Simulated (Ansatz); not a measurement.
Ansatz (a quantum-chemistry and plane-wave program) input:

Ansatz 0.2 input:
```yaml
crystal:
  lattice:
    - [0.0, 3.0271905615, 3.0271905615]
    - [3.0271905615, 0.0, 3.0271905615]
    - [3.0271905615, 3.0271905615, 0.0]
  atoms:
    - { symbol: Ta, position: [0.0, 0.0, 0.0] }
    - { symbol: Ta, position: [0.25, 0.25, 0.25] }
kpoints:
  mp_grid: { grid: [12, 12, 12] }
hamiltonian:
  xc: r2scan
  pseudopotentials: { azcp: { folder: ./paw }, kind: paw }
scf:
  occupations: { method: gaussian, width: 0.1 }
checkpoint: { read: metal.run }
output: { write_density: true, elf: true, volumetric_format: npy }
basis: { fft_grid_basis: typed }
```

Output (shortened):

```
Pseudopotential: Ta, paw, valence charge 13
Functional definition: r2SCAN
Crystal: 2 atoms, lattice volume = 55.482 Å³
Basis set: ecut = 500 eV, 1411 PW (Γ), exchange–correlation on 128×128×128 points (64 copies of the dense FFT grid, shifted against one another)
Bands: 21, of which v1, the nominal top of the filled ones, is band 13 counted from 1 (12 counted from 0)
Symmetry: 48 space group operations
Space group: Fd-3m (ITA 227), of the structure as read, at distance tolerance 3.8e-5 Å
k-points: 72 of 1728
Stability of the state it starts from, as read at its close in the unpolarized treatment …
iter 1 solved again at ethr=7.56e-8 eV; its pass at ethr=3.10e-3 eV (dr2=1.97e-5 eV) is discarded
SCF iter   1: F=—  HF=-19884.109694 eV  |F-HF|=—  |Δ(HF+E_count)|=         —  Δρ=4.37e-7  dr2=6.61e-11  dr2_τ=3.16e-11  ethr=7.56e-8  ⟨swp⟩=3.4  Hψ=10534  notcnv=0
preconditioner: auto → Kerker (q_TF=auto, 2.405 Å⁻¹)
SCF iter   2: F=-19884.109694 eV  HF=-19884.109694 eV  |F-HF|=0.00e0  |Δ(HF+E_count)|=  7.64e-11  Δρ=2.14e-7  dr2=1.91e-11  dr2_τ=5.01e-11  ethr=1.00e-12  ⟨swp⟩=6.4  Hψ=5761  notcnv=0
SCF 1 converged in 2 iterations: F = -19884.109694 eV  dr2 = 1.91e-11
SCF converged after 2 iterations
Free energy (F): -19884.109694 eV
Harris-Foulkes:  -19884.109694 eV  (|F-HF|=0.00e0)
Internal energy: -19884.093244 eV  (E = F + TS)
E sigma→0 (E₀):  -19884.101469 eV
Entropy (-TS):   -0.016450 eV (-8.225 meV/atom)
Fermi energy:    10.488549 eV
--- Per-component energies (eV) ---
  E_band       = -433.402422
  E_kinetic    = 790.145277
  E_local      = -1924.145627  (includes V_loc(G=0)·N_el)
  E_nonlocal   = -19.714732
  E_hartree    = 708.094482
  E_xc         = -606.903896
  E_vxc        = -515.148886  (∫ρ·V_xc dr)
  E_paw        = -16664.848696  (= ΣΔE_a)
  E_vpaw       = -207.430553  (= ΣTr[D̂ρ^β])
  E_aug_tail   = 0.000120  (compensation charges beyond the density's cutoff)
  E_vtau       = 26.703223  (kinetic-family band-sum trace: ∫τ·v_τ [+ j·A + Jᵃ·Aᵃ] dr)
  E_ewald      = -2165.207097
  E_core_change = -1.513076  (= ΣΔE_core)
  E_smearing   = -0.016450  (= −TS)
  E_closure    = 0.000000  (closes the sum)
  Σ components = -19884.109694   (vs F -19884.109694, Δ=0.00e0)
  [band-id]    e_kinetic+e_local+e_nonlocal+2·e_hartree+e_vxc+e_vpaw+e_augmentation_tail+e_vtau = -433.402214   (vs E_band -433.402422, Δ=2.08e-4)
--- Band table (eV; the first three rows and the last of 72) ---
  k-point 0: bands = ["-58.4431", "-58.1280", "-24.6990", "-24.6990", "-24.6990", "-23.7871", "-23.7871", "-23.7871", "4.6332", "9.5280", "9.5280", "10.1538", "10.1538", "10.1538", "12.6849", "12.6849", "12.6849", "16.8605", "16.8605", "21.2600", "21.3442"]
  k-point 1: bands = ["-58.4391", "-58.1320", "-24.7064", "-24.7064", "-24.6980", "-23.7891", "-23.7792", "-23.7792", "4.7521", "9.4369", "9.4369", "10.1334", "10.3041", "10.3041", "12.4523", "12.6677", "12.6677", "16.8299", "16.8299", "20.9806", "21.5744"]
  k-point 2: bands = ["-58.4278", "-58.1437", "-24.7260", "-24.7260", "-24.6953", "-23.7945", "-23.7582", "-23.7582", "5.0977", "9.3183", "9.3183", "10.0861", "10.5515", "10.5515", "11.8643", "12.6698", "12.6698", "16.7300", "16.7300", "20.6500", "20.9871"]
  k-point 71: bands = ["-58.2867", "-58.2867", "-24.9027", "-24.9027", "-24.2511", "-24.2511", "-23.5748", "-23.5748", "8.4380", "8.4380", "9.2788", "9.2788", "11.2669", "11.2669", "11.4083", "11.4083", "15.4534", "15.4534", "15.7612", "15.7612", "16.6360"]
```

Cost: about 5 core-seconds (a rough figure) on shared cores.

The start of the workflow was typed in or built on a structure type; neither database checked (COD, Materials Project) lists it. It is not the phase usual at ambient conditions (space group No. 229). The cell was relaxed with r²SCAN under the symmetry of its start; whether a distortion lowers the energy is not shown. No spin polarisation was allowed. Spin–orbit coupling is left out wherever it is not named.

Potentials: the earlier of the program's two PAW sets.

Ansatz is a plane-wave DFT program.
